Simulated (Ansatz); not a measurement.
Ga₂W:
```xyz
6
Lattice="0.0000 4.1741 4.3656 2.4848 0.0000 4.3656 2.4848 4.1741 0.0000" Properties=species:S:1:pos:R:3 pbc="T T T"
Ga     1.2424     0.7013     2.1828
Ga     1.2424     3.4728     2.1828
Ga     2.4848     1.3857     4.3656
Ga     2.4848     6.9625     4.3656
W      3.7272     6.2612     6.5484
W      2.4848     4.1741     4.3656
```

Relaxed with r²SCAN.

Question: Give the Bader charges and basin volumes of the independent atoms, DFT-r²SCAN in the program Ansatz with PAW potentials.

Answer: 

```json
[
 {"atom": "Ga1", "Bader charge (e)": "-0.07", "Bader volume (Å³)": "13.9"},
 {"atom": "W5", "Bader charge (e)": "+0.15", "Bader volume (Å³)": "17.5"}
]
```

Space group Fddd. The start of the workflow was typed in or built on a structure type; neither database checked (COD, Materials Project) lists it. Its standing as an ambient phase is unchecked. Symmetry was held in the r²SCAN relaxation; its stability against distortions is not shown here. The run is not spin-polarised. Scalar-relativistic: spin–orbit coupling is off unless named, which matters more the heavier the elements.

Potentials: the later of the program's two PAW sets.
